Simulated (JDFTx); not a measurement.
An input for a modified build of JDFTx (Re(0001), CANDLE, water, 1 M NaF; bohr, hartree) and the course of its log:

```
lattice \
  5.2257354871 2.6128677530 0.0000000000 \
  0.0000000000 4.5256196991 0.0000000000 \
  0.0000000000 0.0000000000 42.8967830290
coords-type Lattice
ion Re 0.6666666668 0.6666666668 -0.1478055070 0
ion Re 0.0000000002 0.0000000002 -0.0492685020 0
ion Re 0.6666666668 0.6666666668 0.0492685020 0
ion Re 0.0000000002 0.0000000002 0.1478055070 0
ion-species pseudo/re_pbe_v1.2.upf
elec-cutoff 20 100
elec-ex-corr gga-PBE
coulomb-interaction Slab 001
coulomb-truncation-embed 0 0 0
kpoint-folding 18 18 1
elec-smearing Fermi 0.01
elec-n-bands 41
target-mu -0.153980
electronic-scf nIterations 100 energyDiffThreshold 1e-07
fluid LinearPCM
pcm-variant CANDLE
fluid-solvent H2O
fluid-cation Na+ 1
fluid-anion F- 1
fluid-minimize nIterations 400 knormThreshold 1e-11
wavefunction read f0.wfns
elec-initial-eigenvals f0.eigenvals
elec-initial-fillings read f0.fillings
fluid-initial-state f0.fluidState
dump-name f0_u0.$VAR
dump End State Ecomponents EigStats BandEigs Forces ElecDensity IonicPositions Fillings Kpoints Dtot FluidDebug BoundCharge FluidDensity
```

```
[one cycle in 5 is shown, and the last three; fluid-solver lines are left out]
	FillingsUpdate:  mu: -0.153980000  nElectrons: 61.850095
SCF: Cycle:  0   G: -308.597019787344891   dG: +1.305e+00   |Residual|: 1.127e-01   |deigs|: 1.358e-06
	FillingsUpdate:  mu: -0.153980000  nElectrons: 60.342255
SCF: Cycle:  5   G: -309.872338395157954   dG: -5.376e-02   |Residual|: 1.775e-02   |deigs|: 1.520e-03
	FillingsUpdate:  mu: -0.153980000  nElectrons: 61.157556
SCF: Cycle: 10   G: -309.413174196622833   dG: +3.011e-01   |Residual|: 6.817e-02   |deigs|: 4.393e-03
	FillingsUpdate:  mu: -0.153980000  nElectrons: 61.869033
SCF: Cycle: 15   G: -308.561113939339634   dG: -3.073e-01   |Residual|: 1.140e-01   |deigs|: 2.127e-03
	FillingsUpdate:  mu: -0.153980000  nElectrons: 61.159052
SCF: Cycle: 20   G: -309.433699328778516   dG: -2.278e-02   |Residual|: 6.859e-02   |deigs|: 4.449e-04
	FillingsUpdate:  mu: -0.153980000  nElectrons: 60.906724
SCF: Cycle: 25   G: -309.638202588245406   dG: -5.179e-02   |Residual|: 5.162e-02   |deigs|: 7.759e-04
	FillingsUpdate:  mu: -0.153980000  nElectrons: 60.455866
SCF: Cycle: 30   G: -309.849607175666279   dG: -2.569e-01   |Residual|: 2.473e-02   |deigs|: 5.024e-03
	FillingsUpdate:  mu: -0.153980000  nElectrons: 60.411272
SCF: Cycle: 35   G: -309.880143097059886   dG: -2.643e-01   |Residual|: 1.386e-02   |deigs|: 5.823e-03
	FillingsUpdate:  mu: -0.153980000  nElectrons: 60.263692
SCF: Cycle: 40   G: -309.901323070231570   dG: +2.586e-03   |Residual|: 4.515e-03   |deigs|: 7.429e-04
	FillingsUpdate:  mu: -0.153980000  nElectrons: 60.187209
SCF: Cycle: 45   G: -309.903902484108812   dG: -1.777e-03   |Residual|: 3.277e-04   |deigs|: 6.315e-04
	FillingsUpdate:  mu: -0.153980000  nElectrons: 60.192038
SCF: Cycle: 50   G: -309.903913842566396   dG: -8.590e-08   |Residual|: 1.570e-05   |deigs|: 4.962e-06
	FillingsUpdate:  mu: -0.153980000  nElectrons: 60.191762
SCF: Cycle: 55   G: -309.903913778162575   dG: -1.939e-08   |Residual|: 3.313e-05   |deigs|: 8.419e-06
	FillingsUpdate:  mu: -0.153980000  nElectrons: 60.192602
SCF: Cycle: 60   G: -309.903913783701398   dG: +6.182e-08   |Residual|: 2.478e-05   |deigs|: 4.705e-06
	FillingsUpdate:  mu: -0.153980000  nElectrons: 60.192305
SCF: Cycle: 65   G: -309.903913844575527   dG: -8.931e-09   |Residual|: 1.850e-05   |deigs|: 2.611e-06
	FillingsUpdate:  mu: -0.153980000  nElectrons: 60.191024
SCF: Cycle: 70   G: -309.903912989333264   dG: +8.600e-07   |Residual|: 7.710e-05   |deigs|: 1.256e-05
	FillingsUpdate:  mu: -0.153980000  nElectrons: 60.192332
SCF: Cycle: 75   G: -309.903913837435198   dG: -1.039e-07   |Residual|: 2.735e-05   |deigs|: 5.925e-06
	FillingsUpdate:  mu: -0.153980000  nElectrons: 60.192324
SCF: Cycle: 80   G: -309.903913845919703   dG: -3.491e-07   |Residual|: 7.089e-06   |deigs|: 8.627e-06
	FillingsUpdate:  mu: -0.153980000  nElectrons: 60.191229
SCF: Cycle: 85   G: -309.903913294170763   dG: +5.483e-07   |Residual|: 6.248e-05   |deigs|: 1.002e-05
	FillingsUpdate:  mu: -0.153980000  nElectrons: 60.192134
SCF: Cycle: 90   G: -309.903913848516254   dG: -9.298e-08   |Residual|: 6.869e-06   |deigs|: 4.631e-06
	FillingsUpdate:  mu: -0.153980000  nElectrons: 60.190856
SCF: Cycle: 95   G: -309.903912755208637   dG: +1.092e-06   |Residual|: 8.702e-05   |deigs|: 1.457e-05
	FillingsUpdate:  mu: -0.153980000  nElectrons: 60.190705
SCF: Cycle: 97   G: -309.903912482861642   dG: +1.365e-06   |Residual|: 9.718e-05   |deigs|: 1.622e-05
	FillingsUpdate:  mu: -0.153980000  nElectrons: 60.192301
SCF: Cycle: 98   G: -309.903913847468914   dG: -1.365e-06   |Residual|: 5.240e-06   |deigs|: 1.622e-05
	FillingsUpdate:  mu: -0.153980000  nElectrons: 60.190838
SCF: Cycle: 99   G: -309.903912740734881   dG: +1.107e-06   |Residual|: 8.772e-05   |deigs|: 1.476e-05
SCF: None of the convergence criteria satisfied after 100 iterations.
IonicMinimize: Iter:   0  G: -309.903912740734881  |grad|_K:  0.000e+00
IonicMinimize: Converged (|grad|_K<1.000000e-04).
```

This run gave no converged result. The loop ran out of cycles short of its threshold. It has stalled and not diverged: the last ten energies span 1e-06 Ha, so the total is near its end, but levels, forces and the electron count aren't shown converged.
